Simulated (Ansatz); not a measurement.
### Question
Name crystals whose computed values (r²SCAN in the plane-wave PAW code Ansatz) fall in these windows: B₀ by P(V) fit (GPa) 59 to 73; highest Γ mode, no LO–TO term (cm⁻¹) 1200 to 1500.

### Answer


| crystal | B₀ by P(V) fit (GPa) | highest Γ mode, no LO–TO term (cm⁻¹) |
|---|---|---|
| LiC6, P6/mmm (Li on 1a, C on 6k) | 67.6 | 1423 |
Others may fit too.

Standing as an ambient phase not checked: LiC6, P6/mmm (Li on 1a, C on 6k). The cell was relaxed under the symmetry of its start.

Potentials: the earlier of the program's two PAW sets.
